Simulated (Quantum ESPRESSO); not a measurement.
# Zn4S3O: input and log of a self-consistent run

Simulated, not a measurement. The program is pw.x of Quantum ESPRESSO 7.5 (plane-wave density functional theory). The cell is made up: 8 atoms on a wurtzite lattice, with randomly drawn elements, strain and displacements, not relaxed. PseudoDojo standard norm-conserving files (v0.5 for PBE, v0.4.1 for LDA and PBEsol) set the functional; there is no spin polarisation, spin-orbit coupling or dispersion term, and the masses in the input are unused placeholders.

Input:

```
&control calculation='scf', pseudo_dir='./dojo.nc.sr.pbe.v0_5.standard.upf', outdir='./o', disk_io='medium', tprnfor=.true., tstress=.true. /
&system ibrav=0, nat=8, ntyp=3, nbnd=58, ecutwfc=84.00895049, nosym=.true., tot_charge=0,
 occupations='smearing', smearing='fd', degauss=0.0018374661
/
&electrons conv_thr=7.350e-09, electron_maxstep=60, /
ATOMIC_SPECIES
O 1.0 O.upf
S 1.0 S.upf
Zn 1.0 Zn.upf
CELL_PARAMETERS angstrom
4.0446 -0.019 0.0506
-0.0329 6.8587 0.0616
0.0826 0.0581 6.395
ATOMIC_POSITIONS angstrom
Zn 0.0095 0.053 0.1024
Zn 1.9982 3.3841 0.0554
Zn 1.9837 1.1823 3.2764
Zn -0.0076 4.6247 3.2173
S 0.0447 0.042 2.4047
O 2.0639 3.4149 2.4455
S 2.0313 1.2075 5.6449
S 0.0458 4.7123 5.648
K_POINTS automatic
4 4 4 1 1 1
```

The log is shortened where brackets say so; the opening notice, blank lines, dates and the lines on written files are dropped, and the path of the files is cut. It prints rydbergs, bohrs and kilobars, and counts compression as positive stress. With no partly filled state, the Fermi energy that it prints is only some level between the filled and the empty states on the mesh, and need not lie in the true gap.

```
     Program PWSCF v.7.5
     Parallel version (MPI & OpenMP), running on       1 processor cores
     Number of MPI processes:                 1
     Threads/MPI process:                     1
     [start-up lines left out]
     bravais-lattice index     =            0
     lattice parameter (alat)  =       7.6439  a.u.
     unit-cell volume          =    1196.8470 (a.u.)^3
     number of atoms/cell      =            8
     number of atomic types    =            3
     number of electrons       =       104.00
     number of Kohn-Sham states=           58
     kinetic-energy cutoff     =      84.0090  Ry
     charge density cutoff     =     336.0358  Ry
     scf convergence threshold =      7.3E-09
     mixing beta               =       0.7000
     number of iterations used =            8  plain     mixing
     Exchange-correlation= PBE
                           (   1   4   3   4   0   0   0)
     [axes and pseudopotential details left out]
   Cartesian axes
     site n.     atom                  positions (alat units)
         1        Zn     tau(   1) = (   0.0023486   0.0131027   0.0253154  )
         2        Zn     tau(   2) = (   0.4939973   0.8366211   0.0136961  )
         3        Zn     tau(   3) = (   0.4904126   0.2922896   0.8099954  )
         4        Zn     tau(   4) = (  -0.0018789   1.1433237   0.7953847  )
         5        S      tau(   5) = (   0.0110508   0.0103833   0.5944927  )
         6        O      tau(   6) = (   0.5102398   0.8442356   0.6045794  )
         7        S      tau(   7) = (   0.5021804   0.2985196   1.3955388  )
         8        S      tau(   8) = (   0.0113227   1.1649803   1.3963051  )
     number of k points=    32  Fermi-Dirac smearing, width (Ry)=  0.0018
                       cart. coord. in units 2pi/alat
        k(    1) = (   0.1243964   0.0736266   0.0767893), wk =   0.0625000
        k(    2) = (   0.1224109   0.0721965   0.2349577), wk =   0.0625000
     [further k points left out]
     Dense  grid:   124563 G-vectors     FFT dimensions: (  45,  75,  72)
     Estimated max dynamical RAM per process >     183.10 MB
     Initial potential from superposition of free atoms
     starting charge     103.9994, renormalised to     104.0000
     Starting wfcs are   56 randomized atomic wfcs +    2 random wfcs
     total cpu time spent up to now is       12.4 secs
     per-process dynamical memory:   104.7 Mb
     Self-consistent Calculation
     iteration #  1     ecut=    84.01 Ry     beta= 0.70
     Davidson diagonalization with overlap
     ethr =  1.00E-02,  avg # of iterations =  4.2
     total cpu time spent up to now is       51.5 secs
     total energy              =   -1771.02239558 Ry
     estimated scf accuracy    <       1.18533613 Ry
     iteration #  2     ecut=    84.01 Ry     beta= 0.70
     Davidson diagonalization with overlap
     ethr =  1.14E-03,  avg # of iterations =  7.0
     total cpu time spent up to now is       95.8 secs
     total energy              =   -1770.12809435 Ry
     estimated scf accuracy    <       9.57604139 Ry
     iteration #  3     ecut=    84.01 Ry     beta= 0.70
     Davidson diagonalization with overlap
     ethr =  1.14E-03,  avg # of iterations =  5.3
     total cpu time spent up to now is      138.7 secs
     total energy              =   -1771.63334766 Ry
     estimated scf accuracy    <       0.52736791 Ry
     iteration #  4     ecut=    84.01 Ry     beta= 0.70
     Davidson diagonalization with overlap
     ethr =  5.07E-04,  avg # of iterations =  2.0
     total cpu time spent up to now is      193.3 secs
     total energy              =   -1771.66754187 Ry
     estimated scf accuracy    <       0.07936809 Ry
     iteration #  5     ecut=    84.01 Ry     beta= 0.70
     Davidson diagonalization with overlap
     ethr =  7.63E-05,  avg # of iterations =  2.6
     total cpu time spent up to now is      259.9 secs
     total energy              =   -1771.66394221 Ry
     estimated scf accuracy    <       0.02218038 Ry
     [iterations 6 to 7 left out]
     iteration #  8     ecut=    84.01 Ry     beta= 0.70
     Davidson diagonalization with overlap
     ethr =  1.82E-07,  avg # of iterations =  2.0
     total cpu time spent up to now is      435.3 secs
     total energy              =   -1771.66749877 Ry
     estimated scf accuracy    <       0.00001464 Ry
     iteration #  9     ecut=    84.01 Ry     beta= 0.70
     Davidson diagonalization with overlap
     ethr =  1.41E-08,  avg # of iterations =  2.5
     total cpu time spent up to now is      478.3 secs
     total energy              =   -1771.66750150 Ry
     estimated scf accuracy    <       0.00000103 Ry
     iteration # 10     ecut=    84.01 Ry     beta= 0.70
     Davidson diagonalization with overlap
     ethr =  9.91E-10,  avg # of iterations =  2.9
     total cpu time spent up to now is      525.2 secs
     total energy              =   -1771.66750168 Ry
     estimated scf accuracy    <       0.00000010 Ry
     iteration # 11     ecut=    84.01 Ry     beta= 0.70
     Davidson diagonalization with overlap
     ethr =  9.25E-11,  avg # of iterations =  3.1
     total cpu time spent up to now is      566.5 secs
     total energy              =   -1771.66750171 Ry
     estimated scf accuracy    <       0.00000006 Ry
     iteration # 12     ecut=    84.01 Ry     beta= 0.70
     Davidson diagonalization with overlap
     ethr =  5.73E-11,  avg # of iterations =  2.1
     total cpu time spent up to now is      600.5 secs
     End of self-consistent calculation
          k = 0.1244 0.0736 0.0768 ( 15548 PWs)   bands (ev):
  -119.9134-119.7667-119.6221-119.6098 -74.0742 -74.0713 -74.0654 -73.9342
   -73.9294 -73.8953 -73.7897 -73.7756 -73.7725 -73.7711 -73.7560 -73.7393
   -10.0253  -7.3920  -6.8780  -6.6115  -1.1487  -1.1172  -1.0282  -0.9760
    -0.9431  -0.8632  -0.8290  -0.7757  -0.7259  -0.7007  -0.6859  -0.6598
    -0.5873  -0.5418  -0.5339  -0.5146  -0.4920  -0.4752  -0.4344  -0.3817
     0.6253   1.1551   1.6595   2.6627   2.9503   3.5074   3.6916   3.9168
     4.1722   4.2799   4.7838   4.8314   6.7875   8.2692   8.8104   9.1604
    10.3035  10.9767
     [levels at the other k points left out]
     the Fermi energy is     6.1092 ev
!    total energy              =   -1771.66750172 Ry
     estimated scf accuracy    <          6.7E-10 Ry
     smearing contrib. (-TS)   =      -0.00000000 Ry
     internal energy E=F+TS    =   -1771.66750172 Ry
     The total energy is F=E-TS. E is the sum of the following terms:
     one-electron contribution =   -1509.95027323 Ry
     hartree contribution      =     768.70885894 Ry
     xc contribution           =    -206.47322968 Ry
     ewald contribution        =    -823.95285774 Ry
     convergence has been achieved in  12 iterations
     Forces acting on atoms (cartesian axes, Ry/au):
     atom    1 type  3   force =    -0.00696799   -0.00430442   -0.02188295
     atom    2 type  3   force =     0.00118116    0.01626572    0.03713571
     atom    3 type  3   force =     0.00903486    0.04166202   -0.02189686
     atom    4 type  3   force =    -0.00292690   -0.03682254   -0.01588390
     atom    5 type  2   force =    -0.00988812    0.00542741    0.01508741
     atom    6 type  1   force =    -0.00114924   -0.00513069   -0.00292457
     atom    7 type  2   force =     0.01173456    0.00135660    0.00579300
     atom    8 type  2   force =    -0.00101833   -0.01845410    0.00457218
     Total force =     0.083852     Total SCF correction =     0.000098
     Computing stress (Cartesian axis) and pressure
          total   stress  (Ry/bohr**3)                   (kbar)     P=      -88.06
  -0.00068042   0.00001734  -0.00005496         -100.09        2.55       -8.09
   0.00001734  -0.00060275  -0.00002004            2.55      -88.67       -2.95
  -0.00005496  -0.00002004  -0.00051261           -8.09       -2.95      -75.41
     init_run     :     11.55s CPU     12.33s WALL (       1 calls)
     electrons    :    552.51s CPU    588.05s WALL (       1 calls)
     forces       :      5.30s CPU      5.36s WALL (       1 calls)
     stress       :     19.28s CPU     19.38s WALL (       1 calls)
     [timing details left out]
     PWSCF        :   9m48.88s CPU  10m26.36s WALL
     JOB DONE.
```

In other units: free energy -24104.764 eV for the cell, pressure -8.81 GPa, largest force component 1.071 eV/Å. A rerun of this cell at 1437 eV and a 6 x 6 x 6 mesh moved values by no more than 0.015 eV in energy, 0.12 GPa in stress and 0.005 eV/Å in force.